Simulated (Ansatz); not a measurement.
Course of a relaxation: LiB₆

A trial structure of LiB₆ was built thus: 4-, 6-connected net, elements by coordination (R-3, No. 148). The dimensions are guesses.

```
CELL_PARAMETERS angstrom
2.70775 1.56332 3.42034
-2.70775 1.56332 3.42034
0.00000 -3.12664 3.42034
ATOMIC_POSITIONS crystal
Li 0.00000 0.00000 0.00000
B 0.41574 0.14013 0.81313
B 0.81313 0.41574 0.14013
B 0.14013 0.81313 0.41574
B 0.58426 0.85987 0.18687
B 0.18687 0.58426 0.85987
B 0.85987 0.18687 0.58426
```

Method: Ansatz 0.2.0, DFT PBE, scalar-relativistic, plane waves, PAW. Cutoff 420 eV, Gaussian smearing, Γ-centred meshes. Cell and atoms relax first on a coarse mesh and then on a finer one. In between, the cell is made exact in the group found at 0.06 Å. In metals the finer mesh still leaves noise of several meV/atom or more. The steps can't lower the symmetry of their start. No spin polarisation.

Steps on the 6×6×6 mesh (7 atoms, 12 steps). The free energy counts from the last step; some steps are skipped; the plane-wave basis is renewed at times, which shifts energy and pressure.

```
step  ΔF (meV/atom)  V (Å³/atom)  P (GPa)  largest force component (eV/Å)
   1         1375.3        12.41   -20.48                           3.507
   2          738.4        11.24   -16.13                           3.269
   3          268.2        10.47    -5.06                           1.548
   5          113.0         9.70    -3.62                           0.176
   6           77.5         9.15    -2.35                           0.122
   7           45.9         8.67    -1.41                           0.086
   8           18.4         8.21    -0.66                           0.024
  10            3.7         7.40     3.84                           0.175
  11           -1.2         7.67    -0.10                           0.013
  12            0.0         7.67    -0.20                           0.013
```

The relaxed structure, after a last relaxation on the converged mesh:

```cif
data_structure
_symmetry_space_group_name_H-M 'R-3m:H'
_symmetry_Int_Tables_number 166
_cell_length_a 5.3068
_cell_length_b 5.3068
_cell_length_c 6.6017
_cell_angle_alpha 90.000
_cell_angle_beta 90.000
_cell_angle_gamma 120.000
_cell_volume 161.01
loop_
_atom_site_label
_atom_site_type_symbol
_atom_site_symmetry_multiplicity
_atom_site_Wyckoff_symbol
_atom_site_fract_x
_atom_site_fract_y
_atom_site_fract_z
_atom_site_occupancy
Li1 Li 3 a 0.00000 0.00000 0.00000 1
B1 B 18 g 0.33333 0.33821 0.16667 1
```

The symmetry goes from R-3 (No. 148) to R-3m (No. 166). The volume per atom shrinks by 38.2 %, from 12.4 to 7.7 Å³. The shortest distance goes from 2.02 Å (B–B) to 1.74 Å (B–B). The energy falls by about 1.4 eV/atom (the start's value is from the coarse mesh). Li is surrounded by 12 B at 2.09 Å; around B lie 3 B at 1.74–1.82 Å, 2 Li at 2.09 Å and 2 B at 2.20 Å.

```yaml
Volume_per_atom: 7.67 Å³
Density: 2.22 g/cm³
Energy_over_the_elements: +0.55 eV/atom
Gap_on_the_12×12×12_mesh_of_the_7-atom_cell: 0 eV (a metal)
```

The zero of energy is the elements' standard structures at the same level; no fitted shifts are applied.

The last run used Gaussian smearing of 0.10 eV. The cell is a metal run without spin; a magnetic state may lie lower. A structure relaxed within its symmetry needn't be a true minimum. In all, the 3 runs took 4.1 min on 1 thread of AMD EPYC 7571, on a shared host.
